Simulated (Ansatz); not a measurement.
Ansatz (an electronic-structure program) input:

Ansatz 0.2 input:
```yaml
crystal:
  lattice:
    - [1.5880469387, 0.9168593275, 6.2238732429]
    - [-1.5880469387, 0.9168593275, 6.2238732429]
    - [0.0, -1.8337186551, 6.2238732429]
  atoms:
    - { symbol: Mo, position: [0.0000021553, 0.0000021553, 0.0000021553] }
    - { symbol: S, position: [0.7497742835, 0.7497742835, 0.7497742835] }
    - { symbol: S, position: [0.5835235612, 0.5835235612, 0.5835235612] }
kpoints:
  mp_grid: { grid: [10, 10, 10] }
hamiltonian:
  xc: r2scan
  dispersion: d4
  pseudopotentials: { kind: paw }
scf:
  occupations: { method: fixed }
checkpoint: { read: static.run }
output: { bader: true, populations: true }
```

Output (shortened):

```
basis.fft_grid_basis auto: the FFT boxes are laid along the combinations [[1, 0, -1], [0, 1, -1], [0, 0, 1]] of the cell's own vectors, 3.176, 3.176 and 6.488 …
Pseudopotentials: kind: paw
Pseudopotential: Mo, paw, valence charge 14
Pseudopotential: S, paw, valence charge 6
Functional definition: r2SCAN
Crystal: 3 atoms, lattice volume = 54.372 Å³
Basis set: ecut = 500 eV, 1379 PW (Γ), FFT grids on a1−a3, a2−a3, a3, exchange–correlation on 96×96×192 points (64 copies of the dense FFT grid, shifted against one another)
Bands: 17, of which v1, the nominal top of the filled ones, is band 13 counted from 1 (12 counted from 0)
Symmetry: 6 space group operations
Space group: R3m (ITA 160), of the structure as read, at distance tolerance 3.8e-5 Å
k-points: 116 of 1000 (time reversal used)
PAW frozen core: Mo, regenerated for the run's functional
PAW frozen core: S, regenerated for the run's functional
Initial density: read from a saved state, or passed on in memory by an earlier SCF of this step, an earlier step, the calling program or the single point that …
Stability of the state it starts from, as read at its close in the unpolarized treatment …
Initial wavefunctions: pseudopotential atomic-orbital guess
Eigensolver: davidson
Functional: x = r2scan, c = r2scan; τ floored in thin density (d = 2e-4 eV/Å³)
iter 1 solved again at ethr=2.45e-7 eV; its pass at ethr=3.10e-3 eV (dr2=6.36e-5 eV) is discarded
SCF iter   1: F=—  HF=-6782.610944 eV  |F-HF|=—  |Δ(HF+E_count)|=         —  Δρ=7.90e-7  dr2=4.67e-10  dr2_τ=8.86e-11  ethr=2.45e-7  ⟨swp⟩=3.5  Hψ=15080  notcnv=0  defer=232
all-band conjugate gradients solve this SCF's bands
preconditioner: auto → none
SCF iter   2: F=-6782.610944 eV  HF=-6782.610944 eV  |F-HF|=1.45e-9  |Δ(HF+E_count)|=   4.22e-8  Δρ=7.85e-7  dr2=1.62e-9  dr2_τ=1.03e-10  ethr=1.80e-12  ⟨swp⟩=9.2  Hψ=10439  notcnv=0
SCF 1 converged in 2 iterations: F = -6782.610944 eV  dr2 = 1.62e-9
SCF converged after 2 iterations
Free energy (F): -6782.610944 eV
Harris-Foulkes:  -6782.610944 eV  (|F-HF|=1.45e-9)
Internal energy: -6782.610944 eV  (E = F + TS)
E sigma→0 (E₀):  -6782.610944 eV
Fermi energy:    10.578010 eV
--- Per-component energies (eV) ---
  E_band       = -181.891980
  E_kinetic    = 654.917646
  E_local      = -2019.051725  (includes V_loc(G=0)·N_el)
  E_nonlocal   = 198.482511
  E_hartree    = 779.137236
  E_xc         = -362.701196
  E_vxc        = -446.093872  (∫ρ·V_xc dr)
  E_paw        = -4435.845293  (= ΣΔE_a)
  E_vpaw       = -154.158855  (= ΣTr[D̂ρ^β])
  E_aug_tail   = 0.000009  (compensation charges beyond the density's cutoff)
  E_vtau       = 25.739452  (kinetic-family band-sum trace: ∫τ·v_τ [+ j·A + Jᵃ·Aᵃ] dr)
  E_ewald      = -1596.649297
  E_disp       = -0.460098  (pairwise vdW)
  E_core_change = -0.440737  (= ΣΔE_core)
  E_smearing   =  0.000000  (= −TS)
  E_closure    =  0.000000  (closes the sum)
  Σ components = -6782.610944   (vs F -6782.610944, Δ=0.00e0)
  [band-id]    e_kinetic+e_local+e_nonlocal+2·e_hartree+e_vxc+e_vpaw+e_augmentation_tail+e_vtau = -181.890362   (vs E_band -181.891980, Δ=1.62e-3)
--- Band table (eV; the first three rows and the last of 116) ---
  k-point 0: bands = ["-52.9662", "-26.3696", "-26.1506", "-26.1506", "-5.0998", "-3.3849", "3.4670", "7.0443", "7.0443", "8.1831", "8.1831", "9.1871", "9.4500", "12.7582", "12.7582", "13.1236", "13.1236"]
  k-point 1: bands = ["-52.9622", "-26.3615", "-26.1906", "-26.1597", "-4.9423", "-3.3361", "3.6491", "6.7208", "7.2055", "7.6401", "7.9423", "9.2885", "9.5291", "12.6478", "12.7140", "12.9435", "13.0312"]
  k-point 2: bands = ["-52.9516", "-26.3404", "-26.2940", "-26.1832", "-4.5046", "-3.2007", "4.0755", "6.0447", "6.7388", "7.4189", "7.6417", "9.0826", "9.3014", "12.0304", "12.6110", "13.0236", "13.5373"]
  k-point 115: bands = ["-52.9662", "-26.3697", "-26.1507", "-26.1507", "-4.8720", "-3.7680", "4.4229", "7.0261", "7.0303", "7.0303", "8.2100", "8.2100", "10.5780", "12.8436", "12.8436", "13.0032", "13.0032"]
  band table: 17 of 17 bands, residual norms ≤ 1.0e-3 eV
--- Löwdin populations: 3 sites ---
  site symbol       q [e]
     0     Mo     13.6411
     1      S      6.0774
     2      S      6.0806
  spilling = 0.007728 (of n_electrons = 26.000000)
--- Bader charges: 3 sites ---
  site symbol  charge [e]  shift [e]
     0     Mo      1.3148     0.0017
     1      S     -0.6568     0.0009
     2      S     -0.6581     0.0009
  shift: an alarm, by how much a part of what the PAW files miss would move the charge. Where it is large, compare
  with a run on PAW files of another source; a small one proves nothing
  estimated error of the sums over rays = 7.8e-4 e
```

Cost: about 60 core-seconds (a rough figure) on shared cores.

The cell was relaxed with r²SCAN+D4 under the symmetry of its start. The run is not spin-polarised. Spin–orbit coupling is left out wherever it is not named.

Potentials: the later of the program's two PAW sets.

Ansatz is a plane-wave DFT program.
